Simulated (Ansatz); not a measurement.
Na₄ScTaSi₃O₁₂: 45Sc nuclear quadrupole resonance

Cell: a Materials Project structure (computed, not necessarily an observed phase), atoms as given.

Space group R3c:H (No. 161); a = 9.1830, c = 22.2761 Å, γ = 120.00°.

| site | Wyckoff | site symmetry | x | y | z |
| --- | --- | --- | --- | --- | --- |
| Na1 | 18b | 1 | 0.3074 | 0.3507 | 0.5801 |
| Na7 | 6a | 3. | 0.0000 | 0.0000 | 0.4933 |
| Sc | 6a | 3. | 0.0000 | 0.0000 | 0.3514 |
| Ta | 6a | 3. | 0.0000 | 0.0000 | 0.6463 |
| Si | 18b | 1 | 0.9583 | 0.3299 | 0.5851 |
| O19 | 18b | 1 | 0.2092 | 0.0263 | 0.3106 |
| O25 | 18b | 1 | 0.8037 | 0.9687 | 0.6929 |
| O31 | 18b | 1 | 0.0094 | 0.8229 | 0.4129 |
| O37 | 18b | 1 | 0.9643 | 0.1519 | 0.5880 |

One atom of each set is listed; the run and its k-mesh use a cell of 42 atoms with edges of 9.12, 9.12, 9.12 Å.

Level of theory: DFT, r2SCAN, plane waves and PAW, scalar-relativistic, 500 eV cutoff, Γ-centred 3×3×3 k-points, Fermi–Dirac smearing 0.02 eV (Ansatz 0.2.0).

45Sc: I = 7/2, Q = -220.0 mb (year-2017 value). Static lattice, zero field.

**Question.** The simulated lines lie at 1.07, 2.15, 3.22 MHz. What are |C_Q|, η and |V_zz| at Sc?

**Answer.** For I = 7/2 and η = 0 the lines are |C_Q|/14 times 1, 2 and 3; η shifts the lowest up most. Here |C_Q| = 15.0 MHz, η = 0.00 and |V_zz| = 2.83 × 10²¹ V/m². The calculation gives V_zz positive; the lines don't show the sign. The site has 6 O at 2.03–2.16 Å.

An axis of threefold or higher order runs through Sc, so V_zz lies along it and η is zero.

At this cell the principal stresses reach 5 GPa in size with r2SCAN, which can matter for small gradients. The largest force is 0.4 eV/Å, so the atoms aren't at the calculated equilibrium and relaxing them would move these values.
